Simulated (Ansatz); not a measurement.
**Convergence of SnTe3 with the half-step-shifted k-point mesh**

These are results of Ansatz, DFT PBE, scalar-relativistic, plane waves, PAW, not measurements.

```yaml
crystal:
  lattice:
    - [0.00000, 3.86122, 3.86122]
    - [3.86122, 0.00000, 3.86122]
    - [3.86122, 3.86122, 0.00000]
  atoms:
    - { symbol: Sn, position: [0.00000, 0.00000, 0.00000] }
    - { symbol: Te, position: [0.25000, 0.25000, 0.25000] }
    - { symbol: Te, position: [0.75000, 0.75000, 0.75000] }
    - { symbol: Te, position: [0.50000, 0.50000, 0.50000] }
```

```json
{"plane-wave cutoff": "420 eV", "occupation rule": "Gaussian smearing, 0.1 eV", "spin treatment": "unpolarised"}
```

The atoms are held and the half-step-shifted k-point mesh is swept. Energies are extrapolated to zero smearing and count from the reference run, 10×10×10 Γ-centred mesh, Gaussian smearing 0.1 eV. The cell isn't necessarily relaxed at this level. Spin–orbit coupling is left out. Pressure is positive in compression. The shift lowers the symmetry that the mesh keeps.

| shifted mesh | ΔE (meV/atom) | P (GPa) | largest change of a force component (eV/Å) | irreducible points |
| --- | --- | --- | --- | --- |
| 4×4×4 | 0.67 | -0.03 | 0.106 | 10 |
| 6×6×6 | 0.78 | -0.03 | 0.091 | 28 |
| 8×8×8 | 3.47 | -0.08 | 0.027 | 60 |